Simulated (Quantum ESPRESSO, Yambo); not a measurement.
LiC (space group Immm, No. 71) under isotropic strain of -3 % on all lattice vectors. The PBEsol cell relaxed from Materials Project entry mp-1378 was given an isotropic strain of -3 % on all lattice vectors, and the atoms were relaxed again. Chain: PBEsol (pw.x of Quantum ESPRESSO, ONCV potentials, scalar-relativistic); G0W0 in Yambo (6×6×6 Γ-centred k mesh, bands 3 to 82 and a 8 Ry block in the screening, 82 bands in G with the Bruneval-Gonze terminator, plasmon pole fitted at 27.2 eV); BSE (8×8×8 mesh, 4 valence and 2 conduction bands, static screening with 24 bands and a 4 Ry block, scissor 2.27 eV, Tamm-Dancoff).

PBEsol gap (dense path): 2.95 eV
PBEsol gap (0.167, 0.167, 0.333) → Γ on the GW mesh: 3.00 eV
PBEsol smallest direct gap on the GW mesh, at Γ: 3.22 eV
G0W0 direct gap at that point: 5.49 eV
G0W0 correction to the gap (0.167, 0.167, 0.333) → Γ: 2.21 eV
direct gap on the BSE mesh, with the scissor: 5.49 eV
first BSE state allowed for light along x: 5.55 eV
lowest BSE state: 4.78 eV
binding of the lowest exciton: 0.71 eV
RPA electronic dielectric constant along x: 3.01 (14×14×14 mesh, PBEsol bands)

Rough cost of the Yambo steps against G0W0 for 6 states: BSE about 1/3, one RPA spectrum about 1/20.

Convergence of the G0W0 settings was not tested. The mesh misses a band edge: along a dense path the PBEsol gap is 2.95 eV against 3.00 eV on the mesh. The BSE states are vertical excitations (zero momentum); the indirect quasiparticle gap, about 5.16 eV, is smaller than the direct one (5.49 eV on the GW mesh). Convergence of the RPA response with its 14×14×14 mesh was not tested. Convergence of the binding with the mesh was not shown. Axes are Cartesian, with cell vectors (Å) (-1.73, 2.33, 2.57), (1.73, -2.33, 2.57), (1.73, 2.33, -2.57).
